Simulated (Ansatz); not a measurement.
# TiSb₂: do energies and stresses tell the same story?

These are results of Ansatz, DFT PBEsol, scalar-relativistic, plane waves, PAW, not measurements.

Plane waves to 420 eV, a k mesh through Γ of 8×8×8 on the computed 6-atom cell and Gaussian smearing (0.10 eV); no spin polarisation.

Relaxed cell: I4/mcm, a = 6.635 Å, b = 6.635 Å, c = 5.714 Å, α = 90.00°, β = 90.00°, γ = 90.00°, 6 atoms in the primitive cell.

Energies at zero smearing and pressures from the stress tensor, at volumes with shape and atoms relaxed:
| V (Å³/atom) | E − E(first) (meV/atom) | P (GPa) |
| --- | --- | --- |
| 18.447 | 0.00 | 16.87 |
| 19.076 | -55.42 | 11.55 |
| 19.705 | -91.62 | 7.04 |
| 20.334 | -111.54 | 3.22 |
| 20.963 | -117.68 | -0.01 |
| 21.591 | -112.16 | -2.74 |
| 22.220 | -96.74 | -5.05 |
| 23.059 | -63.40 | -7.59 |

Check P = −dE/dV between neighbouring volumes, and get the bulk modulus from the pressures alone.

With 1 eV/Å³ = 160.2 GPa:
| middle V (Å³/atom) | −ΔE/ΔV (GPa) | mean P (GPa) |
| --- | --- | --- |
| 18.761 | 14.120 | 14.207 |
| 19.390 | 9.221 | 9.294 |
| 20.019 | 5.075 | 5.132 |
| 20.648 | 1.566 | 1.608 |
| 21.277 | -1.407 | -1.371 |
| 21.906 | -3.927 | -3.893 |
| 22.640 | -6.371 | -6.320 |

The two differ by 0.09 GPa at most. The mean of two end pressures misses the average over a step by about ΔV² P″/12, up to 0.07 GPa here; with that taken off 0.02 GPa remains. Around V = 20.963 Å³/atom, the two neighbours give B = −V ΔP/ΔV = 20.963 × 5.96 / 1.258 = 99.3 GPa, against B0 = 98.8 GPa from the Birch–Murnaghan fit of the energies.

Cost: 9 runs of about 19 core-minutes in all, on Arm Neoverse V1 (shared hosts).